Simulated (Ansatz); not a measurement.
TiO$_{2}$:
Space group P3₁21 (No. 152); a = b = 5.707 Å, c = 6.268 Å, α = β = 90.00°, γ = 120.00°

| atom | site | symmetry | x | y | z |
|---|---|---|---|---|---|
| Ti | 3a | .2. | 0.5006 | 0.5006 | 0.0000 |
| O | 6c | 1 | 0.4254 | 0.2138 | 0.1675 |

Relaxed with PBEsol. 

**Question.** HSE06 on this cell (Ansatz, a quantum-chemistry and plane-wave program, PAW) gives a gap of 5.08 eV. What does PBEsol give?

**Answer.** 3.43 eV.

Cost on shared cores: the PBEsol run (SCF on a 6×6×5 mesh, then bands and DOS) around 3 core-minutes (rough), the HSE06 run (SCF on 4×4×3, then a few points) around 8 core-minutes (rough); the tasks are unlike.

Space group P3_121. The first step of the workflow began from a Materials Project structure, measured or hypothetical; the Crystallography Open Database files this formula in space group No. 152, but the cells were not matched. It is not the phase usual at ambient conditions (space group No. 61, 136, 141). The cell was relaxed with PBEsol under the symmetry of its start; whether a distortion lowers the energy is not shown. The run is not spin-polarised.

Potentials: the earlier of the program's two PAW sets. The files were generated under PBE; for other functionals the program regenerates the frozen cores, and for LDA and PBEsol the local potential too.

Ansatz is a plane-wave DFT program.
